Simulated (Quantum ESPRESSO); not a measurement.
```cif
data_CdHgSe2
_chemical_formula_sum 'Se2 Cd1 Hg1'
_space_group_name_H-M_alt 'P-4m2'
_space_group_IT_number 115
_space_group_name_Hall 'P -4 -2'
_cell_length_a 4.32323
_cell_length_b 4.32323
_cell_length_c 6.09465
_cell_angle_alpha 90.000
_cell_angle_beta 90.000
_cell_angle_gamma 90.000
loop_
_atom_site_label
_atom_site_type_symbol
_atom_site_symmetry_multiplicity
_atom_site_Wyckoff_symbol
_atom_site_fract_x
_atom_site_fract_y
_atom_site_fract_z
_atom_site_occupancy
Se1 Se 2 g 0.00000 0.50000 0.25254 1
Cd1 Cd 1 c 0.50000 0.50000 0.50000 1
Hg1 Hg 1 a 0.00000 0.00000 0.00000 1
```

Cell and atoms were relaxed with PBEsol from Materials Project entry mp-1226729, within its symmetry.

Q: What does norm-conserving PBEsol (Quantum ESPRESSO, 102 Ry, with spin-orbit coupling) give for the electronic structure near the Fermi level?

A: Along the path the PBEsol gap is only about 0.01 eV, below what this setup resolves reliably; no G0W0 run was built on it. Semilocal functionals shrink small gaps, and the order of the bands at the edge may be inverted. 

The structure is a Materials Project entry; no match was found in the copy of COD used, and its stability was not checked.
